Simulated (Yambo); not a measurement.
Mg3ZnO4 (space group Cmmm, No. 65), G0W0@LDA in Yambo with this input:

```
rim_cut
gw0
dyson
el_el_corr
HF_and_locXC
ppa
em1d
RandQpts= 1000000
RandGvec= 1 Ry
EXXRLvcs= 84 Ry
VXCRLvcs= 336 Ry
Chimod= "HARTREE"
% BndsRnXp
 8 | 167 |
%
NGsBlkXp= 8 Ry
% LongDrXp
 1.0 | 1.0 | 1.0 |
%
PPAPntXp= 27.2114 eV
% GbndRnge
 1 | 167 |
%
GTermKind= "BG"
DysSolver= "n"
ExtendOut
```

On a 2×2×4 mesh, with wavefunctions cut at 84 Ry, the gap ((0, -0.5, 0) → Γ) is 5.381 eV and the valence edge shifts by -1.098 eV.

Q: What happens with this change: 1 Ry block?

A: The gap rises by 1.273 eV, to 6.654 eV; the shift of the valence edge becomes -1.998 eV. Neither run is shown to be the converged limit.

Geometry of the Materials Project entry, not relaxed at this level; primitive cell a = b = 5.2372 Å, c = 3.0281 Å, α = β = 90.00°, γ = 109.49°.

The structure is a Materials Project entry; no match was found in the copy of COD used, and its stability was not checked.

A shift is the quasiparticle energy of the state minus its LDA energy.
